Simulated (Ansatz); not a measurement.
# Zone-centre phonons of Y2C at 3 GPa: input and output

Theory: Ansatz 0.2.0, DFT LDA, scalar-relativistic, plane waves, PAW.

Launched with:
```bash
ansatz run input.yaml --threads 1 --pin off --max-ram 3072MiB --backend cpu --events-out ev --progress --plain --runs-dir out
```

Input (bare energies are in eV):
```yaml
crystal:
  lattice:
    - [1.7456223678, 1.0078355439, 5.8947936021]
    - [-1.7456223678, 1.0078355439, 5.8947936021]
    - [0.0, -2.0156710879, 5.8947936021]
  atoms:
    - { symbol: "Y", position: [0.2585029995, 0.2585029995, 0.2585029995] }
    - { symbol: "Y", position: [0.7414970005, 0.7414970005, 0.7414970005] }
    - { symbol: C, position: [0.0, 0.0, 0.0] }
basis:
  ecutwfc: 420
kpoints:
  mp_grid: { grid: [12, 12, 12] }
hamiltonian:
  xc: lda
scf:
  occupations: { method: fermi_dirac, width: 0.15 }
output:
  eigenvalues: true
phonons:
  method: dfpt
  eigenvectors: true
```

The end of the output:
```
--- Phonons (Γ-DFPT): 4 representative perturbations + reference, on 476 of 1728 k-points (Σ response iterations 12) ---
  k mesh reduced under 2 symmetry operations, with k and −k counted as one. Each operation leaves every solved perturbation unchanged. A smaller set is not used because it would not reduce the number of displacements ...
  ASR residual: 2.744e-4 → 0.000e0 eV/Å²; symmetrization residual: 2.351e-6 eV/Å²
  ASR residual per site (eV/Å²): 2.74e-4 2.74e-4 3.88e-5
  Γ frequencies (cm⁻¹): 0.00 0.00 0.00 143.92 143.92 238.31 378.02 378.02 426.02
  non-analytic LO–TO correction: not included (Born effective charges unavailable; polar crystals: no LO–TO splitting at Γ)
```

Time: 7.2 min on 1 thread of Arm Neoverse V1 (shared host), peak memory 1.7 GiB.

In a metal, frequencies and elastic constants depend on the k mesh and the smearing, soft modes and shear constants most.